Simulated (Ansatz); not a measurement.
All numbers below come from DFT, BLYP, plane waves (420 eV) with PAW, scalar-relativistic (Ansatz). The PAW files were generated under PBE, with cores re-solved for the functional.

An element in the simple cubic structure gives this curve. The cell is scaled uniformly from the relaxed one, with fractional coordinates and shape fixed. Energies are extrapolated to zero smearing, pressures are those at the given smearing. Magnetic state: spin not included.

```json
{"V (Å³/atom)": "16.800", "E − E₀ (meV/atom)": "193.1", "P (GPa)": "31.52"}
{"V (Å³/atom)": "17.564", "E − E₀ (meV/atom)": "76.5", "P (GPa)": "18.50"}
{"V (Å³/atom)": "18.328", "E − E₀ (meV/atom)": "15.9", "P (GPa)": "8.02"}
{"V (Å³/atom)": "19.091", "E − E₀ (meV/atom)": "0.2", "P (GPa)": "-0.42"}
{"V (Å³/atom)": "19.855", "E − E₀ (meV/atom)": "20.7", "P (GPa)": "-7.24"}
{"V (Å³/atom)": "20.619", "E − E₀ (meV/atom)": "70.4", "P (GPa)": "-12.76"}
{"V (Å³/atom)": "21.382", "E − E₀ (meV/atom)": "143.6", "P (GPa)": "-17.22"}
```

Task: Which element is it?
A. iridium
B. tungsten
C. zinc
D. silicon

Result: B. Its fit is V₀ = 19.01 Å³/atom, B₀ = 192 GPa, B₀′ = 4.4.
